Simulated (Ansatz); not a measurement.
Relaxed-ion elastic tensor of CaSe (rock salt, Fm-3m) in GPa (Voigt order), plane-wave PAW LDA (Ansatz code); density 4.07 g/cm³, 24.27 Å³ per atom.

```
 133  19.5  19.5   0.0   0.0   0.0
19.5   133  19.5   0.0   0.0   0.0
19.5  19.5   133   0.0   0.0   0.0
 0.0   0.0   0.0  28.7   0.0   0.0
 0.0   0.0   0.0   0.0  28.7   0.0
 0.0   0.0   0.0   0.0   0.0  28.7
```

Q: Is the crystal mechanically stable?

A: Yes: the smallest eigenvalue of C is 28.7 GPa.

Q: Work out the Voigt, Reuss and Hill averages.

A: K_V = 57.3, K_R = 57.3, K_H = 57.3; G_V = 39.9, G_R = 35.8, G_H = 37.9 GPa.

Q: Give Young's modulus, Poisson's ratio, Pugh's ratio and the universal anisotropy index.

A: E = 9KG/(3K + G) = 93.1 GPa; ν = 0.23; K/G = 1.51 (brittle by the Pugh limit of 1.75); A_U = 5G_V/G_R + K_V/K_R − 6 = 0.58.

Q: Estimate the sound speeds and the Debye temperature.

A: v_l = √((K + 4G/3)/ρ) = 5150 m/s, v_t = √(G/ρ) = 3050 m/s, mean 3380 m/s; Θ = (h/k)(3n/4πV)^(1/3) v_m = 347 K.

Q: Give the Zener ratio and Young's modulus along [100], [110] and [111].

A: A = 2C44/(C11 − C12) = 0.51; 1/E = S11 − 2(S11 − S12 − S44/2)Γ with Γ = 0, 1/4, 1/3 gives 128, 82.6, 73.9 GPa.

Q: Solve the Christoffel equation for the three sound speeds along [100], [110], [111].

A: Eigenvalues of C_ijkl n_j n_l equal ρv². In km/s, slowest first: [100] 2.66, 2.66, 5.71; [110] 2.66, 3.73, 5.08; [111] 3.41, 3.41, 4.85.

The cell was relaxed with LDA under the symmetry of its start; phonons on a q-mesh show no instability.

Potentials: the later of the program's two PAW sets.
